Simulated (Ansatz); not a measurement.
Input file for Ansatz (a program for electronic structure):

Ansatz 0.2 input:
```yaml
crystal:
  lattice:
    - [-1.8942856107, 1.8942856107, 8.5838643407]
    - [1.8942856107, -1.8942856107, 8.5838643407]
    - [1.8942856107, 1.8942856107, -8.5838643407]
  atoms:
    - { symbol: W, position: [0.0, 0.0, 0.0] }
    - { symbol: I, position: [0.1573993134, 0.1573993134, 0.0] }
    - { symbol: I, position: [0.8426006866, 0.8426006866, 0.0] }
    - { symbol: O, position: [0.5, 0.0, 0.5] }
    - { symbol: O, position: [0.0, 0.5, 0.5] }
kpoints:
  mp_grid: { grid: [15, 15, 15] }
hamiltonian:
  xc: r2scan
  dispersion: d4
  pseudopotentials: { kind: paw }
scf:
  occupations: { method: gaussian, width: 0.05 }
checkpoint: { read: metal.run }
output: { write_density: true, elf: true, volumetric_format: npy }
basis: { fft_grid_basis: typed }
```

Output (shortened):

```
Pseudopotential: W, paw, valence charge 14
Pseudopotential: I, paw, valence charge 17
Pseudopotential: O, paw, valence charge 6
Functional definition: r2SCAN
Crystal: 5 atoms, lattice volume = 123.207 Å³
Basis set: ecut = 500 eV, 3107 PW (Γ), exchange–correlation on 288×288×288 points (64 copies of the dense FFT grid, shifted against one another)
Bands: 36, of which v1, the nominal top of the filled ones, is band 30 counted from 1 (29 counted from 0)
Symmetry: 16 space group operations
Space group: I4/mmm (ITA 139), of the structure as read, at distance tolerance 5.0e-5 Å
k-points: 288 of 3375
Stability of the state it starts from, as read at its close in the unpolarized treatment …
iter 1 solved again at ethr=4.80e-7 eV; its pass at ethr=3.10e-3 eV (dr2=2.88e-4 eV) is discarded
SCF iter   1: F=—  HF=-26592.551382 eV  |F-HF|=—  |Δ(HF+E_count)|=         —  Δρ=9.66e-7  dr2=1.91e-9  dr2_τ=2.33e-10  ethr=4.80e-7  ⟨swp⟩=3.1  Hψ=73471  notcnv=0
preconditioner: auto → LDOS
SCF iter   2: F=—  HF=-26592.551503 eV  |F-HF|=—  |Δ(HF+E_count)|=   1.21e-4  Δρ=1.76e-6  dr2=1.21e-8  dr2_τ=4.79e-10  ethr=3.19e-12  ⟨swp⟩=9.9  Hψ=50284  notcnv=0
SCF iter   3: F=-26592.551503 eV  HF=-26592.551503 eV  |F-HF|=4.51e-10  |Δ(HF+E_count)|=   2.26e-9  Δρ=6.97e-7  dr2=7.07e-10  dr2_τ=9.15e-11  ethr=3.19e-12  ⟨swp⟩=1.0  Hψ=30985  notcnv=0
SCF 1 converged in 3 iterations: F = -26592.551503 eV  dr2 = 7.07e-10
SCF converged after 3 iterations
Free energy (F): -26592.551503 eV
Harris-Foulkes:  -26592.551503 eV  (|F-HF|=4.51e-10)
Internal energy: -26592.550333 eV  (E = F + TS)
E sigma→0 (E₀):  -26592.550918 eV
Entropy (-TS):   -0.001170 eV (-0.234 meV/atom)
Fermi energy:    6.695864 eV
--- Per-component energies (eV) ---
  E_band       = -1131.358815
  E_kinetic    = 1174.924210
  E_local      = -6676.413450  (includes V_loc(G=0)·N_el)
  E_nonlocal   = -88.393939
  E_hartree    = 3109.634591
  E_xc         = -634.233842
  E_vxc        = -745.407684  (∫ρ·V_xc dr)
  E_paw        = -18588.197388  (= ΣΔE_a)
  E_vpaw       = -1058.350947  (= ΣTr[D̂ρ^β])
  E_aug_tail   = 0.001906  (compensation charges beyond the density's cutoff)
  E_vtau       = 43.013401  (kinetic-family band-sum trace: ∫τ·v_τ [+ j·A + Jᵃ·Aᵃ] dr)
  E_ewald      = -4888.851703
  E_disp       = -0.514995  (pairwise vdW)
  E_core_change = -0.505725  (= ΣΔE_core)
  E_smearing   = -0.001170  (= −TS)
  E_closure    = 0.000000  (closes the sum)
  Σ components = -26592.551503   (vs F -26592.551503, Δ=0.00e0)
  [band-id]    e_kinetic+e_local+e_nonlocal+2·e_hartree+e_vxc+e_vpaw+e_augmentation_tail+e_vtau = -1131.357322   (vs E_band -1131.358815, Δ=1.49e-3)
--- Band table (eV; the first three rows and the last of 288) ---
  k-point 0: bands = ["-71.0333", "-38.8264", "-38.8217", "-38.7859", "-38.7859", "-38.7855", "-38.7855", "-38.7205", "-38.7203", "-38.7174", "-38.7172", "-34.6368", "-34.6368", "-34.4449", "-14.3982", "-13.8773", "-6.4641", "-5.9931", "1.7087", "1.9058", …
  k-point 1: bands = ["-71.0333", "-38.8264", "-38.8216", "-38.7859", "-38.7859", "-38.7855", "-38.7855", "-38.7202", "-38.7201", "-38.7174", "-38.7173", "-34.6409", "-34.6408", "-34.4445", "-14.3315", "-13.8288", "-6.4272", "-5.9634", "1.7411", "1.8347", …
  k-point 2: bands = ["-71.0332", "-38.8261", "-38.8214", "-38.7860", "-38.7859", "-38.7857", "-38.7856", "-38.7196", "-38.7195", "-38.7176", "-38.7175", "-34.6523", "-34.6521", "-34.4434", "-14.1382", "-13.6882", "-6.3214", "-5.8784", "1.3617", "1.3731", …
  k-point 287: bands = ["-71.0333", "-38.8264", "-38.8217", "-38.7860", "-38.7860", "-38.7854", "-38.7853", "-38.7203", "-38.7202", "-38.7174", "-38.7173", "-34.6410", "-34.6366", "-34.4447", "-14.3663", "-13.8516", "-6.2967", "-6.1536", "1.5689", "1.9368", …
```

Cost: about 120 core-seconds (a rough figure) on shared cores.

The workflow started from an entry of the Crystallography Open Database (COD); the relaxed space group is not among those it files for this formula. COD files the formula under space group No. 71. Whether it is the stable phase at ambient conditions was not checked. The r²SCAN+D4 relaxation kept the symmetry of its start; whether a distortion lowers the energy is not shown. No spin polarisation was allowed. No Hubbard U is applied. Scalar-relativistic: spin–orbit coupling is off unless named, which matters more the heavier the elements.

Potentials: the later of the program's two PAW sets.

Ansatz is a plane-wave DFT program.
